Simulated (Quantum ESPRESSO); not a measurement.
Inputs of pw.x and gipaw.x (a modified build of Quantum ESPRESSO, PBE) for MgO; the starting potential comes from an earlier run on another mesh:

```
&CONTROL
  calculation = 'scf'
  prefix = 'x'
  pseudo_dir = './pseudo'
  outdir = './out'
  tprnfor = .true.
/
&SYSTEM
  ibrav = 0
  nat = 2
  ntyp = 2
  ecutwfc = 45
  ecutrho = 180
  occupations = 'fixed'
  nbnd = 8
/
&ELECTRONS
  conv_thr = 1e-11
  startingpot = 'file'
/
ATOMIC_SPECIES
Mg 24.305 Mg.GGA_PBE-JTH.UPF
O 15.999 O.GGA_PBE-JTH.UPF
CELL_PARAMETERS angstrom
   -0.000000000000     2.086515000000     2.117970000000
    2.086515000000    -0.000000000000     2.117970000000
    2.086515000000     2.086515000000     0.000000000000
ATOMIC_POSITIONS crystal
Mg     0.000000000000     0.000000000000     0.000000000000
O      0.500000000000     0.500000000000     0.500000000000
K_POINTS automatic
6 6 6 1 1 1
```

```
&INPUTGIPAW
  job = 'nmr'
  prefix = 'x'
  tmp_dir = './out/'
  restart_mode = 'from_scratch'
  pawproj(1) = .true.
  pawproj(2) = .true.
  use_nmr_macroscopic_shape = .false.
/
```

The cell was made here from a computed Materials Project entry: strained by +1 % along the cube axis and by -0.5 % across it, atoms relaxed (PBE without dispersion, pw.x of Quantum ESPRESSO, symmetry kept). The parent is MgO in Fm-3m. Stability against distortions was not tested.

**Question.** Give the final section of the GIPAW output.

**Answer.** 
```
     Total NMR chemical shifts in ppm: ---------------------------------------
     (adopting the Simpson convention for anisotropy and asymmetry)-----------

     Atom  1  Mg  pos: (  0.000000  0.000000  0.000000)  Total sigma:         522.17
           523.4576          0.0000          0.0000
            -0.0000        523.4576         -0.0000
             0.0000         -0.0000        519.5854

     Mg      1    anisotropy:     -3.87    eta:    0.0000
     Mg      1    sigma_11=    523.46
     Mg      1    sigma_22=    523.46
     Mg      1    sigma_33=    519.59

     Atom  2  O   pos: (  0.701797  0.701797  0.712377)  Total sigma:         189.54
           189.1800         -0.0000         -0.0000
             0.0000        189.1800         -0.0000
            -0.0000         -0.0000        190.2496

     O       2    anisotropy:      1.07    eta:    0.0000
     O       2    sigma_11=    189.18
     O       2    sigma_22=    189.18
     O       2    sigma_33=    190.25
```
The printed anisotropy is 3/2 (σ_33 − σ_iso) in the program's own order; the axes are left out here. Anisotropies that symmetry doesn't fix are less certain than the isotropic values. Shieldings are absolute and leave out the bulk-susceptibility term; a larger σ means a smaller chemical shift. By our sweeps, such settings leave a few ppm in absolute σ. The datasets of Mg hold no d projectors, which limits absolute σ on these atoms. The structure is static (0 K, no zero-point motion).
